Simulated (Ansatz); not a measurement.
Given:

Si:
```cif
data_Si4
_chemical_formula_sum 'Si4'
_space_group_name_H-M_alt 'I4/mmm'
_space_group_IT_number 139
_space_group_name_Hall '-I 4 2'
_cell_length_a 3.36638
_cell_length_b 3.36638
_cell_length_c 6.16433
_cell_angle_alpha 90.000
_cell_angle_beta 90.000
_cell_angle_gamma 90.000
loop_
_atom_site_label
_atom_site_type_symbol
_atom_site_symmetry_multiplicity
_atom_site_Wyckoff_symbol
_atom_site_fract_x
_atom_site_fract_y
_atom_site_fract_z
_atom_site_occupancy
Si1 Si 4 e 0.00000 0.00000 0.19108 1
```
(The calculation used a cell of 2 atoms; values per cell refer to that cell.)

This is the r²SCAN-relaxed structure.

Problem. All from the program Ansatz at the r²SCAN level (PAW), unless another level is named. Give the electronic character.

Solution. metallic (no gap).

Problem. What about the density of states at the Fermi level?

Solution. 0.30 states/eV per atom (mean over ±0.08 eV).

The start of the workflow was typed in or built on a structure type; the Crystallography Open Database copy checked does not list it. It is not the phase usual at ambient conditions (space group No. 227). The cell was relaxed with r²SCAN under the symmetry of its start; whether a distortion lowers the energy is not shown.

Potentials: the later of the program's two PAW sets.
